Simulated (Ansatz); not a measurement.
NbN:
```cif
data_NNb
_chemical_formula_sum 'N1 Nb1'
_space_group_name_H-M_alt 'P 1'
_space_group_IT_number 1
_cell_length_a 3.07998
_cell_length_b 3.07998
_cell_length_c 3.07998
_cell_angle_alpha 60.000
_cell_angle_beta 60.000
_cell_angle_gamma 60.000
loop_
_space_group_symop_operation_xyz
  'x, y, z'
loop_
_atom_site_label
_atom_site_type_symbol
_atom_site_fract_x
_atom_site_fract_y
_atom_site_fract_z
_atom_site_occupancy
N1 N 0.00000 0.00000 0.00000 1
Nb1 Nb 0.50000 0.50000 0.50000 1
```

Relaxed with LDA.

Problem. Decompose the optical modes at the zone centre into irreducible representations, and say which are infrared and Raman allowed.

Solution. Point group m-3m: Γ_opt = T1u. Infrared: T1u. Raman: none.

Problem. Assign frequencies (DFPT, plane-wave PAW LDA (Ansatz code)).

Solution. T1u 422 cm⁻¹.

Space group Fm-3m (rock salt). The LDA relaxation kept the symmetry of its start; of distortions, only those at the zone centre were tested. No spin polarisation was allowed. As this level gives no gap, phonon frequencies hold no LO–TO term and depend on the k-mesh and smearing (Fermi–Dirac, 0.1 eV here).

Potentials: the later of the program's two PAW sets.
